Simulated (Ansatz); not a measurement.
Ge in space group Ia-3 (No. 206; Ge on 16c) under volume change, DFT-PBEsol in the program Ansatz with PAW potentials, shape and atoms relaxed at each volume.

```json
[
 {"V (Å³/atom)": "19.016", "E − E(relaxed) (meV/atom)": "40.1", "P (GPa)": "7.44"},
 {"V (Å³/atom)": "19.643", "E − E(relaxed) (meV/atom)": "___", "P (GPa)": "___"},
 {"V (Å³/atom)": "20.270", "E − E(relaxed) (meV/atom)": "4.0", "P (GPa)": "2.11"},
 {"V (Å³/atom)": "20.897", "E − E(relaxed) (meV/atom)": "0.0", "P (GPa)": "0.01"},
 {"V (Å³/atom)": "21.524", "E − E(relaxed) (meV/atom)": "___", "P (GPa)": "___"},
 {"V (Å³/atom)": "22.150", "E − E(relaxed) (meV/atom)": "13.9", "P (GPa)": "-3.36"},
 {"V (Å³/atom)": "22.777", "E − E(relaxed) (meV/atom)": "29.6", "P (GPa)": "-4.65"}
]
```

### Question
Some entries are withheld; supply them.

### Answer

- 21.524, E − E(relaxed) (meV/atom): 3.6
- 21.524, P (GPa): -1.82
- 19.643, E − E(relaxed) (meV/atom): 16.9
- 19.643, P (GPa): 4.56

### Question
What does a third-order Birch–Murnaghan fit give for V₀, B₀ and B′?

### Answer
V₀ = 20.90 Å³/atom, B₀ = 64.8 GPa, B′ = 4.2.

The workflow started from a Materials Project entry (that database holds measured and hypothetical structures alike); the Crystallography Open Database copy checked does not list it. It is not the phase usual at ambient conditions (space group No. 227). The PBEsol relaxation kept the symmetry of its start; of distortions, only those at the zone centre were tested.

Potentials: the later of the program's two PAW sets.
